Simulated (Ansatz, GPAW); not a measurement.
Given: the input of a run of Ansatz 0.2.0 on Sn2PdAu. Atoms were shifted at random by some hundredths of an Å from the given cell, which wasn't relaxed again for these runs. The cell comes from a database or a generator and needn't be the stable form of this composition.

input.yaml

```yaml
crystal:
  lattice:
    - [4.1630177513, 0.0, 0.0]
    - [-2.0815088756, 3.605279129, 0.0]
    - [0.0, 0.0, 5.69829688]
  atoms:
    - { symbol: Au, position: [-0.005536, 0.000988, 0.498372] }
    - { symbol: Sn, position: [0.664007, 0.345767, 0.764431] }
    - { symbol: Sn, position: [0.332189, 0.661207, 0.233033] }
    - { symbol: Pd, position: [0.00592, -0.001002, -0.002351] }
kpoints:
  mp_grid: { grid: [7, 7, 5] }
scf:
  occupations: { method: fermi_dirac, width: 0.05 }
hamiltonian:
  xc: pbesol
  pseudopotentials: { kind: all_electron, lapw: { basis_error: 0.001 } }
output:
  forces: true
  stress: true
  eigenvalues: true
  populations: true
```

Potentials or basis: all-electron LAPW, scalar-relativistic.

The run is started by

```bash
$ ansatz run input.yaml --threads 2 --pin off --max-ram 8192MiB --backend cpu --events-out ev --progress --plain --runs-dir out
```

Question: What does the same run look like in GPAW 26.7.0 (ASE script)? Potentials or basis there: PAW data sets generated for this functional, cutoff 600 eV.

Answer: As run (cutoffs and basis follow the program's own potentials, and thresholds, step limits or extra output files can differ):

Contents of run.py:

```python
from ase import Atoms
from ase.dft.bandgap import bandgap
from ase.io import write
from ase.units import GPa
from gpaw import GPAW, PW, setup_paths

setup_paths.insert(0, '.')

atoms = Atoms(['Au', 'Sn', 'Sn', 'Pd'],
              cell=[[4.1630177513, 0.0, 0.0],
                    [-2.0815088756, 3.605279129, 0.0],
                    [0.0, 0.0, 5.69829688]],
              scaled_positions=[[-0.005536, 0.000988, 0.498372],
                                [0.664007, 0.345767, 0.764431],
                                [0.332189, 0.661207, 0.233033],
                                [0.00592, -0.001002, -0.002351]],
              pbc=True)

calc = GPAW(mode=PW(600),
            xc='PBEsol',
            kpts={'size': (7, 7, 5), 'gamma': True},
            occupations={'name': 'fermi-dirac', 'width': 0.05},
            nbands=46,
            convergence={'density': 1e-05, 'energy': 1e-05},
            maxiter=150,
            txt='gpaw.txt')
atoms.calc = calc
energy = atoms.get_potential_energy()
forces = atoms.get_forces()
stress = atoms.get_stress()
calc.write('gs.gpw')
write('result.traj', atoms)
print(f'Energy: {energy:.6f} eV')
print('Forces (eV/A):')
print(forces.round(4))
print('Stress (GPa):', (stress / GPa).round(3))
print('Fermi level:', round(calc.get_fermi_level(), 4), 'eV')
print(f'Gap: {bandgap(calc)[0]:.4f} eV, direct: {bandgap(calc, direct=True)[0]:.4f} eV')
```

Potentials or basis: PAW data sets generated in the run's folder for this functional, pw.

Run with:

```sh
$ gpaw-setup -f PBEsol Au Pd Sn
$ OMP_NUM_THREADS=1 python run.py
```

Both were run:

|  | Ansatz | GPAW |
| --- | --- | --- |
| Pressure | -2.2 GPa | -2.2 GPa |
| Largest force | 0.328 eV/Å | 0.327 eV/Å |

Where Ansatz's input types no cutoff or centring, it takes its own default and a Γ-centred mesh.

Pressure is positive in compression.
